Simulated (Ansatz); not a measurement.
Values for one crystal, relaxed and computed with the program Ansatz at the LDA level (PAW); other levels are named.

Volume per atom: 24.58 Å³
Band gap: 0.82 eV (direct)
Valence-band maximum: at Γ
Electron effective mass: 0.14, 0.18, 0.85 mₑ (principal values)
Conduction-band minimum: at Γ
Hole effective mass: 0.13, 0.54, 2.6 mₑ (principal values)
Highest zone-centre frequency (without LO–TO term): 242 cm^-1

Pick the material that matches.
(A) TlBr, Cmcm (Tl on 4c, Br on 4c)
(B) WO3, Cmcm (W on 4c, O on 4b, O on 8g)
(C) AgI, rock salt
(D) CuI, Cmcm (Cu on 4c, I on 4c)

D, CuI, Cmcm (Cu on 4c, I on 4c)

The first step of the workflow began from a Materials Project structure, measured or hypothetical; the Crystallography Open Database copy checked does not list it. It is not the phase usual at ambient conditions (space group No. 216). The LDA relaxation kept the symmetry of its start; phonons show weakly imaginary modes. No spin polarisation was allowed. A crystal of weakly bound chains computed without a dispersion correction: the cell and the soft elastic constants depend strongly on that. Spin–orbit coupling is left out wherever it is not named.

Potentials: the later of the program's two PAW sets.
